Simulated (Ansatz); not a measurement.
Relaxed-ion elastic tensor of ZnO2 in space group Pa-3 (No. 205; Zn on 4a, O on 8c) in GPa (Voigt order), DFT-PBEsol in the program Ansatz with PAW potentials; density 5.60 g/cm³, 9.62 Å³ per atom.

```
 247   114   114   0.0   0.0   0.0
 114   247   114   0.0   0.0   0.0
 114   114   247   0.0   0.0   0.0
 0.0   0.0   0.0  68.7   0.0   0.0
 0.0   0.0   0.0   0.0  68.7   0.0
 0.0   0.0   0.0   0.0   0.0  68.7
```

Question: Is the crystal mechanically stable?

Answer: Yes: the smallest eigenvalue of C is 68.7 GPa.

Question: Work out the Voigt, Reuss and Hill averages.

Answer: K_V = 159, K_R = 159, K_H = 159; G_V = 67.8, G_R = 67.8, G_H = 67.8 GPa.

Question: Give Young's modulus, Poisson's ratio, Pugh's ratio and the universal anisotropy index.

Answer: E = 9KG/(3K + G) = 178 GPa; ν = 0.31; K/G = 2.34 (ductile by the Pugh limit of 1.75); A_U = 5G_V/G_R + K_V/K_R − 6 = 0.00.

Question: Estimate the sound speeds and the Debye temperature.

Answer: v_l = √((K + 4G/3)/ρ) = 6660 m/s, v_t = √(G/ρ) = 3480 m/s, mean 3890 m/s; Θ = (h/k)(3n/4πV)^(1/3) v_m = 545 K.

Question: Give the Zener ratio and Young's modulus along [100], [110] and [111].

Answer: A = 2C44/(C11 − C12) = 1.03; 1/E = S11 − 2(S11 − S12 − S44/2)Γ with Γ = 0, 1/4, 1/3 gives 175, 179, 180 GPa.

Question: Solve the Christoffel equation for the three sound speeds along [100], [110], [111].

Answer: Eigenvalues of C_ijkl n_j n_l equal ρv². In km/s, slowest first: [100] 3.50, 3.50, 6.64; [110] 3.44, 3.50, 6.67; [111] 3.46, 3.46, 6.68.

The workflow started from a Materials Project entry (that database holds measured and hypothetical structures alike); the Crystallography Open Database copy checked does not list it. Whether it is the stable phase at ambient conditions was not checked. The cell was relaxed with PBEsol under the symmetry of its start; its stability against distortions is not shown here.

Potentials: the later of the program's two PAW sets.
